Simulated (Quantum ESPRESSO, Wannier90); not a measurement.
**ZrS2 (CdI2 type): Wannier90 run**

```
begin unit_cell_cart
ang
    3.6913800628    0.0000000000    0.0000000000
   -1.8456900314    3.1968289094    0.0000000000
    0.0000000000    0.0000000000    6.0410800000
end unit_cell_cart
begin atoms_frac
Zr   0.0000000000  0.0000000000  0.0000000000
S   -0.3333333333  0.3333333333 -0.2379100000
S    0.3333333333 -0.3333333333  0.2379100000
end atoms_frac
```

Materials Project entry mp-1186; symmetrised, unrelaxed at this level. Not found in the COD (Crystallography Open Database) copy used; not checked further. Level: PBEsol, no spin polarisation, no spin-orbit coupling; pw.x of Quantum ESPRESSO at 53 Ry with PseudoDojo potentials, 12×12×6 k-points, Wannier90. Density: 12×12×6 mesh, cold smearing 0.01 Ry. The cell is built of weakly bound layers, chains or molecules, whose nearest atoms lie 3.82 Å apart. Database cells relaxed without dispersion often hold them too far apart, which can enlarge gaps and weakens couplings between them; spacing and stacking were not compared with the measured crystal.

A tight-binding model is made by disentanglement and projection with no localisation steps (num_iter = 0), so the 11 orbitals stay atom-like: hydrogen-like Zr: d; S: p, axes along x, y, z; frozen window up to 2.45 eV relative to the valence-band maximum. It follows pw.x to 0.4 meV rms for states up to 2.0 eV relative to the valence-band maximum. Matrix elements depend on this choice of orbitals and windows.

### Question
What are the on-site energies relative to the valence-band maximum, and how fast do the hoppings decay?

### Answer
```csv
atom,orbitals,energy (eV)
Zr1,dz2,1.79
Zr1,dxz dyz,2.64
Zr1,dx2-y2 dxy,2.16
S2,pz,-1.01
S2,px py,-1.12
S3,pz,-1.01
S3,px py,-1.12
```

| distance of the centres (Å) | largest modulus (eV) |
|---|---|
| 2–3 | 1.6 |
| 3–4 | 0.53 |
| 4–5 | 0.040 |
| 5–6 | 0.12 |
| 6–7 | 0.033 |
| 7–8 | 0.024 |
| 8–9 | 0.011 |
| 9–10 | 0.0046 |
| 10–11 | 0.0022 |
| 11–12 | 0.0031 |
| 12–13 | 0.0026 |
